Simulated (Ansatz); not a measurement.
The calculation used Ansatz 0.2.0, DFT PBEsol, scalar-relativistic, plane waves, PAW.

Structure of Al₂Au:

```
Al Au
1.0
     0.00000    3.00149    3.00149
     3.00149    0.00000    3.00149
     3.00149    3.00149    0.00000
Al Au
2 1
Cartesian
  1.5007 1.5007 1.5007
  4.5022 4.5022 4.5022
  0.0000 0.0000 0.0000
```

Cutoff 420 eV; k points 12×12×12 on the computed 3-atom cell (Γ-centred); Gaussian smearing, width 0.10 eV; no spin polarisation.

Levels along Γ–X–U | K–Γ–L–W–X, in eV from the Fermi level, sorted by energy at each point. Points in fractions of the primitive reciprocal vectors: Γ (0.000 0.000 0.000), X (0.500 0.000 0.500), U (0.625 0.250 0.625), K (0.375 0.375 0.750), L (0.500 0.500 0.500), W (0.500 0.250 0.750).
| point | k (1/Å, with 2π) | band 9 | band 10 | band 11 | band 12 | band 13 | band 14 | band 15 |
| --- | --- | --- | --- | --- | --- | --- | --- | --- |
| Γ | 0.000 | -5.64 | -5.64 | 2.25 | 2.92 | 2.92 | 2.92 | 3.92 |
| - | 0.149 | -5.66 | -5.62 | 2.10 | 2.10 | 2.10 | 2.39 | 4.24 |
| - | 0.299 | -5.74 | -5.58 | 1.02 | 1.02 | 1.20 | 1.84 | 3.91 |
| - | 0.449 | -5.85 | -5.52 | -0.25 | 0.04 | 0.04 | 1.61 | 3.11 |
| - | 0.598 | -5.97 | -5.45 | -1.76 | -0.82 | -0.82 | 1.45 | 2.58 |
| - | 0.748 | -6.00 | -5.39 | -3.19 | -1.50 | -1.50 | 1.35 | 2.26 |
| - | 0.897 | -5.85 | -5.35 | -4.42 | -1.96 | -1.96 | 1.30 | 2.08 |
| X | 1.047 | -5.79 | -5.33 | -5.03 | -2.12 | -2.12 | 1.28 | 2.03 |
| - | 1.099 | -5.73 | -5.34 | -5.05 | -2.17 | -2.10 | 1.32 | 2.08 |
| - | 1.152 | -5.61 | -5.35 | -5.08 | -2.33 | -2.05 | 1.43 | 2.22 |
| - | 1.205 | -5.45 | -5.38 | -5.14 | -2.54 | -1.97 | 1.53 | 2.48 |
| - | 1.258 | -5.41 | -5.26 | -5.23 | -2.77 | -1.86 | 1.61 | 2.85 |
| - | 1.311 | -5.45 | -5.34 | -5.06 | -3.00 | -1.72 | 1.69 | 3.31 |
| - | 1.364 | -5.50 | -5.46 | -4.84 | -3.22 | -1.56 | 1.75 | 3.81 |
| U | 1.417 | -5.59 | -5.54 | -4.61 | -3.40 | -1.38 | 1.82 | 4.34 |
| K | 1.417 | -5.59 | -5.54 | -4.61 | -3.40 | -1.38 | 1.82 | 4.34 |
| - | 1.575 | -5.79 | -5.66 | -3.84 | -3.71 | -0.71 | 2.09 | 5.33 |
| - | 1.734 | -5.73 | -5.57 | -3.52 | -2.95 | 0.09 | 2.47 | 4.81 |
| - | 1.893 | -5.76 | -5.50 | -2.71 | -1.95 | 0.98 | 3.00 | 4.43 |
| - | 2.051 | -5.74 | -5.56 | -1.46 | -0.83 | 1.88 | 3.68 | 3.68 |
| - | 2.210 | -5.70 | -5.61 | 0.05 | 0.40 | 2.61 | 3.01 | 4.03 |
| - | 2.368 | -5.65 | -5.63 | 1.68 | 1.69 | 2.61 | 2.89 | 3.94 |
| Γ | 2.527 | -5.64 | -5.64 | 2.25 | 2.92 | 2.92 | 2.92 | 3.92 |
| - | 2.656 | -5.64 | -5.64 | 1.67 | 2.42 | 2.62 | 2.62 | 4.24 |
| - | 2.786 | -5.65 | -5.65 | 0.16 | 2.11 | 2.11 | 2.52 | 4.67 |
| - | 2.915 | -5.65 | -5.65 | -1.33 | 1.58 | 1.58 | 2.69 | 4.49 |
| - | 3.045 | -5.63 | -5.63 | -2.71 | 1.10 | 1.10 | 2.87 | 4.19 |
| - | 3.174 | -5.58 | -5.58 | -3.94 | 0.70 | 0.70 | 3.03 | 3.97 |
| - | 3.304 | -5.54 | -5.54 | -4.95 | 0.44 | 0.44 | 3.16 | 3.71 |
| L | 3.433 | -5.52 | -5.52 | -5.46 | 0.35 | 0.35 | 3.24 | 3.59 |
| - | 3.539 | -5.52 | -5.47 | -5.46 | -0.01 | 0.24 | 2.94 | 3.72 |
| - | 3.645 | -5.56 | -5.48 | -5.31 | -0.78 | -0.08 | 2.74 | 3.77 |
| - | 3.751 | -5.65 | -5.47 | -5.06 | -1.65 | -0.56 | 2.80 | 3.83 |
| - | 3.856 | -5.79 | -5.44 | -4.76 | -2.48 | -1.10 | 3.06 | 3.90 |
| - | 3.962 | -5.92 | -5.38 | -4.44 | -3.23 | -1.62 | 3.44 | 3.99 |
| - | 4.068 | -5.82 | -5.28 | -4.15 | -3.79 | -2.03 | 3.87 | 4.08 |
| W | 4.173 | -5.79 | -5.21 | -4.03 | -4.03 | -2.20 | 4.13 | 4.13 |
| - | 4.248 | -5.79 | -5.20 | -4.36 | -3.68 | -2.20 | 3.54 | 4.47 |
| - | 4.323 | -5.79 | -5.20 | -4.67 | -3.34 | -2.19 | 2.98 | 3.81 |
| - | 4.398 | -5.66 | -5.19 | -4.97 | -2.99 | -2.17 | 2.46 | 3.22 |
| - | 4.473 | -5.50 | -5.24 | -5.16 | -2.67 | -2.16 | 2.00 | 2.73 |
| - | 4.547 | -5.49 | -5.39 | -5.11 | -2.39 | -2.14 | 1.63 | 2.35 |
| - | 4.622 | -5.69 | -5.34 | -5.06 | -2.19 | -2.12 | 1.37 | 2.11 |
| X | 4.697 | -5.79 | -5.33 | -5.03 | -2.12 | -2.12 | 1.28 | 2.03 |

Spin-orbit coupling is left out, which matters for the bands of heavy elements.

Cost: 1 run of about 0.59 core-minutes, on Arm Neoverse V1 (shared hosts).